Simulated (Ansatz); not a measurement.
# LDA, PBE, PBEsol and r²SCAN on PIr

```
CELL_PARAMETERS angstrom
0.00000 2.46480 2.46480
2.46480 0.00000 2.46480
2.46480 2.46480 0.00000
ATOMIC_POSITIONS crystal
Ir 0.00000 0.00000 0.00000
P 0.50000 0.50000 0.50000
```

Atoms are numbered in the order listed.

The cell was built from the rocksalt type and relaxed in the same program, and has space group Fm-3m; it needn't be a known or the stable phase.

No spin–orbit coupling, which matters for the heavy atoms here.

One fixed cell is solved with several functionals by PAW (frozen-core files) in Ansatz 0.2.0, scalar-relativistically. A positive pressure means that the functional wants a larger cell.

The PAW files were made with PBE; their cores are remade for each functional.

Sampling and basis: a Γ-centred 13×13×13 k mesh, Fermi–Dirac smearing of 0.05 eV, cutoff 420 eV, no spin polarisation.

Cutoffs: PBE 420 eV, LDA 420 eV, PBEsol 420 eV, r²SCAN 500 eV.

Task: Order the settings by the pressure that they give at this fixed cell, lowest first.
A. PBE
B. r²SCAN
C. LDA
D. PBEsol

Result: C (-9.99 GPa), D (-6.73 GPa), B (-2.92 GPa), A (0.00 GPa).

```json
{"setting": "PBE", "P (GPa)": "0.00", "lowest level at Γ above −25 eV, from the valence-band top or, without a gap, the Fermi level (eV)": "-13.99"}
{"setting": "LDA", "P (GPa)": "-9.99", "lowest level at Γ above −25 eV, from the valence-band top or, without a gap, the Fermi level (eV)": "-13.95"}
{"setting": "PBEsol", "P (GPa)": "-6.73", "lowest level at Γ above −25 eV, from the valence-band top or, without a gap, the Fermi level (eV)": "-14.00"}
{"setting": "r²SCAN", "P (GPa)": "-2.92", "lowest level at Γ above −25 eV, from the valence-band top or, without a gap, the Fermi level (eV)": "-14.59"}
```
